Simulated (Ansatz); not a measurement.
## NaMnCl3, several self-consistent solutions

```yaml
crystal:
  lattice:
    - [3.29550, 1.90266, 6.20900]
    - [-3.29550, 1.90266, 6.20900]
    - [0.00000, -3.80532, 6.20900]
  atoms:
    - { symbol: Na, position: [0.14490, 0.14490, 0.14490] }
    - { symbol: Na, position: [0.85510, 0.85510, 0.85510] }
    - { symbol: Mn, position: [0.34070, 0.34070, 0.34070] }
    - { symbol: Mn, position: [0.65930, 0.65930, 0.65930] }
    - { symbol: Cl, position: [0.44900, 0.71690, 0.06720] }
    - { symbol: Cl, position: [0.06720, 0.44900, 0.71690] }
    - { symbol: Cl, position: [0.71690, 0.06720, 0.44900] }
    - { symbol: Cl, position: [0.55100, 0.28310, 0.93280] }
    - { symbol: Cl, position: [0.93280, 0.55100, 0.28310] }
    - { symbol: Cl, position: [0.28310, 0.93280, 0.55100] }
```

All energies were calculated with Ansatz 0.2.0 (r2SCAN; 500 eV; 4×4×4 Γ-centred mesh; fermi-dirac occupations of width 0.050 eV). The atoms are fixed and numbered as listed; spin is collinear, without spin-orbit coupling.

The cycle has several fixed points for this cell. Moments (μB):

| state | Mn3 | Mn4 | other atoms together | size of the net moment a cell |
| --- | --- | --- | --- | --- |
| A | 4.45 | -4.45 | 0.00 | 0.00 |
| B | 0.00 | 0.00 | 0.00 | 0.00 |
| C | 4.46 | 4.46 | 0.37 | 10.00 |

Site moments are taken in small spheres that don't touch (radius about 0.4 of the atom's shortest bond), so those of the magnetic atoms read low, and they needn't add up to the net moment. State B was run without spin polarisation.

Problem. What is the order in energy at zero smearing?

Solution. State C (parallel moments) comes first by a margin too small to trust; A (antiparallel, compensated) lies 0.4 meV above it, B (without moments) lies 805 meV above it, all counted an atom of the cell. The two lowest differ by only 2.0 meV for each atom with a column above, which mesh or functional could overturn.

Problem. Which states have a gap on the mesh, and what pressure does each exert on this cell?

Solution. A: gap 3.81 eV, -0.3 GPa; B: no gap, -6.2 GPa; C: gap 3.50 eV, -0.3 GPa (positive in compression). Moments take up room: without them the pressure is lower, so that state wants a smaller cell.

Problem. What does magnetism gain here?

Solution. 805 meV an atom of the cell, or 4026 meV for each Mn atom, against state B, which has none. A run without spin would miss this and give wrong energies and forces. That state isn't the paramagnet, which keeps its moments, so this is no ordering energy.

The cell is that of a Crystallography Open Database entry, unchanged.

Caveats: only orders that fit this cell and collinear spins were tried, so the true order may need a larger cell or canted moments; atoms and cell are not relaxed, and each state would relax in its own way; semilocal functionals without U often misplace the states of 3d oxides, halides and chalcogenides; the k mesh is coarse, so differences of a few meV are uncertain where a state is a metal; one start a pattern, so a lower state of the same pattern may exist.
